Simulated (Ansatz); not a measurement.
TePt in space group Cmcm (No. 63; Te on 4c, Pt on 4c) at seven volumes, the program Ansatz at the PBEsol level (PAW), shape and atoms relaxed at each. One row is withheld.

```json
[
 {"V (Å³/atom)": "18.347", "P (GPa)": "17.09"},
 {"V (Å³/atom)": "18.951", "P (GPa)": "10.30"},
 {"V (Å³/atom)": "19.556", "P (GPa)": "4.68"},
 {"V (Å³/atom)": "20.161", "P (GPa)": "0.00"},
 {"V (Å³/atom)": "20.766", "P (GPa)": "-3.84"},
 {"V (Å³/atom)": "21.371", "P (GPa)": "-6.93"},
 {"V (Å³/atom)": "21.976", "P (GPa)": "?"}
]
```

Q: Fit the shown pressures and predict the withheld one.

A: Third-order Birch–Murnaghan: P = (3/2)B₀(x^(7/2) − x^(5/2))[1 + (3/4)(B′ − 4)(x − 1)] with x = (V₀/V)^(2/3). Least squares on the six rows gives V₀ = 20.163 Å³/atom, B₀ = 140.1 GPa, B′ = 5.45. At V = 21.976, x = 0.9442 and P = -9.54 GPa. The run itself gave -9.21 GPa.

The start of the workflow was typed in or built on a structure type; neither database checked (COD, Materials Project) lists it. COD files the formula under space group No. 166, 194. Its standing as an ambient phase is unchecked. The cell was relaxed with PBEsol under the symmetry of its start; its stability against distortions is not shown here. No spin polarisation was allowed. Scalar-relativistic: spin–orbit coupling is off unless named, which matters more the heavier the elements.

Potentials: the later of the program's two PAW sets.
